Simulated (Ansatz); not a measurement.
Guessed and relaxed cells of Be4Ag

Recipe of this trial structure of Be4Ag: random cell by space group and Wyckoff sites (P6/mmm, No. 191). The dimensions are guesses.

start.xyz

```xyz
10
Lattice="4.3712 0.0000 0.0000 -2.1856 3.7856 0.0000 0.0000 0.0000 6.8381" Properties=species:S:1:pos:R:3 pbc="T T T"
Be    2.9562    0.0000    0.0000
Be   -1.4781    2.5601    0.0000
Be    0.7075    1.2255    0.0000
Be    1.4151    0.0000    0.0000
Be   -0.7075    1.2255    0.0000
Be    1.4781    2.5601    0.0000
Be    0.0000    2.5237    0.0000
Be    2.1856    1.2619    0.0000
Ag    0.0000    0.0000    2.2481
Ag    0.0000    0.0000    4.5900
```

Method: DFT PBE, scalar-relativistic, plane waves, PAW in Ansatz. Cutoff 420 eV, Gaussian smearing, Γ-centred meshes. Cell and atoms relax first on a coarse mesh and then on a finer one. In between, the cell is made exact in the group found at 0.06 Å. In metals the finer mesh still leaves noise of several meV/atom or more. The steps can't lower the symmetry of their start. No spin polarisation.

end.xyz

```xyz
10
Lattice="6.3745 0.0000 0.0000 -3.1873 5.5205 0.0000 0.0000 0.0000 5.4133" Properties=species:S:1:pos:R:3 pbc="T T T"
Be    4.2419    0.0000    0.0000
Be   -2.1210    3.6736    0.0000
Be    1.0663    1.8469    0.0000
Be    2.1326    0.0000    0.0000
Be   -1.0663    1.8469    0.0000
Be    2.1210    3.6736    0.0000
Be    0.0000    3.6803    0.0000
Be    3.1873    1.8402    0.0000
Ag    0.0000    0.0000    1.3797
Ag    0.0000    0.0000    4.0336
```

The symmetry stays P6/mmm (No. 191). The volume per atom grows by 68.4 %, from 11.3 to 19.0 Å³. The shortest distance goes from 1.42 Å (Be–Be) to 2.11 Å (Be–Be). The ratio c/a of the conventional cell changes by a factor of 0.54. The energy falls by about 3.8 eV/atom (the start's value is from the coarse mesh).

```json
{"Volume per atom": "19.05 Å³", "Density": "2.51 g/cm³", "Formation energy": "+0.68 eV/atom", "Gap on the 6×6×8 mesh of the 10-atom cell": "0 eV (a metal)"}
```

The zero of energy is the elements' standard structures at the same level; no fitted shifts are applied. The separate elements lie lower, so it is unstable against them.

The last run used Gaussian smearing of 0.10 eV. Symmetry constrained the relaxation, so the result can be a saddle point. In all, the 3 runs took 110 s on 1 thread of Intel(R) Xeon(R) Platinum 8488C (Sapphire Rapids), with other jobs on the host.
